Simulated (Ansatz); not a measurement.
Data:

SiC (rock salt, Fm-3m), a = 4.028 Å, b = 4.028 Å, c = 4.028 Å, α = 90.00°, β = 90.00°, γ = 90.00°; the cell used has 2 atoms.

This is the r²SCAN-relaxed structure.

Problem. All from DFT-r²SCAN in the program Ansatz with PAW potentials, unless another level is named. Estimate the electronic character.

Solution. metallic (no gap).

Problem. And the formation energy from the elements (no fitted shifts)?

Solution. 0.52 eV/atom.

Problem. What about the density of states at the Fermi level?

Solution. 0.12 states/eV per atom (mean over ±0.08 eV).

This is a known high-pressure phase of the composition, computed here at zero pressure and temperature. Symmetry was held in the r²SCAN relaxation; its stability against distortions is not shown here. Its formation energy is positive at this level, so the cell may be metastable or incomplete. The references are the lowest solids computed at this level, not always the standard phases.

Potentials: the later of the program's two PAW sets.
